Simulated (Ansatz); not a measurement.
Starting cell, TiN (rock salt):

```
TiN
1.0
    0.00000     2.10198     2.10198
    2.10198     0.00000     2.10198
    2.10198     2.10198     0.00000
N Ti
1 1
Direct
  0.00000   0.00000   0.00000
  0.50000   0.50000   0.50000
```

In this cell atom 1 (N, nearest neighbour Ti at 2.102 Å; its periodic images, 3.0 Å or more away, move with it) is moved by s along Cartesian [110], unit vector (0.707, 0.707, 0.000); all other atoms and the cell stay fixed.

The numbers are results of PBEsol (plane waves to 420 eV, PAW, scalar-relativistic; Ansatz, a program for electronic structure), not measurements. k mesh 15×15×15 (Γ-centred), Fermi-Dirac smearing 0.05 eV. Energies are smeared free energies. With partly filled bands, energies and forces of such displacements shift with the k mesh and the smearing. TiN is run without spin polarisation. TiN was relaxed with its symmetry unable to fall. ΔE is measured from the undisplaced structure. The last digit holds for this mesh only.

```
s (Å)   ΔE (meV/cell)
------  -------------
-0.420          993.6
-0.336          643.4
-0.252          362.9
-0.168          161.2
-0.084           40.5
0.000             0.0
0.084            40.5
0.168           161.2
0.252           362.9
0.336           643.4
0.420           993.6
```

**Question.** What force constant k = d²E/ds² at s = 0 does the table give?

**Answer.** 11 eV/Å². It is the second difference of the nearest points, corrected with the next pair.

**Question.** With k = 11.49 eV/Å² from the forces, is the well harmonic out to s = 0.420 Å?

**Answer.** ½ks² = 1014 meV/cell against the computed 994 meV/cell, so the well is close to harmonic there.

(A displaced cell: forces are minus the slopes of the energy, force constants its curvatures, and phonons follow from these.)
